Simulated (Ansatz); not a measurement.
TaSi2:
```yaml
crystal:
  lattice:
    - [4.76193, 0.00000, 0.00000]
    - [-2.38097, 4.12395, 0.00000]
    - [0.00000, 0.00000, 6.55306]
  atoms:
    - { symbol: Si, position: [0.15910, 0.31820, 0.50000] }
    - { symbol: Si, position: [0.84090, 0.15910, 0.83333] }
    - { symbol: Si, position: [0.68180, 0.84090, 0.16667] }
    - { symbol: Si, position: [0.84090, 0.68180, 0.50000] }
    - { symbol: Si, position: [0.15910, 0.84090, 0.83333] }
    - { symbol: Si, position: [0.31820, 0.15910, 0.16667] }
    - { symbol: Ta, position: [0.50000, 0.00000, 0.50000] }
    - { symbol: Ta, position: [0.50000, 0.50000, 0.83333] }
    - { symbol: Ta, position: [0.00000, 0.50000, 0.16667] }
```

Relaxed with PBEsol. Special points in fractions of this cell's reciprocal vectors: Γ (0.000, 0.000, 0.000); M (0.500, 0.000, 0.000); K (0.333, 0.333, 0.000); A (0.000, 0.000, 0.500); L (0.500, 0.000, 0.500); H (0.333, 0.333, 0.500).

List the band energies nearest the Fermi level at these points for plane-wave PAW PBEsol (Ansatz code).

In eV from the Fermi level; about four levels below and three above (degenerate sets whole), none deeper than 8.9 eV; points with the same levels are listed once.

```tsv
k	below	above
Γ	-2.43 -2.23 -2.23 -1.49	0.69 2.99 2.99
M	-1.12 -0.79 -0.13 -0.04	0.85 1.20 1.59
K	-1.96 -1.96 -1.78 -1.78 -1.76	0.31 0.31 0.56
A	-2.30 -2.01 -1.79 -1.79	1.10 1.10 2.66 2.66
L	-2.07 -1.86 -0.72 -0.26	1.55 1.97 2.54
H	-0.77 -0.77 -0.18 -0.18	0.92 1.56 1.56
```

Space group P6_222. Symmetry was held in the PBEsol relaxation. The run is not spin-polarised. Scalar-relativistic: spin–orbit coupling is off unless named, which matters more the heavier the elements.

Potentials: the later of the program's two PAW sets.
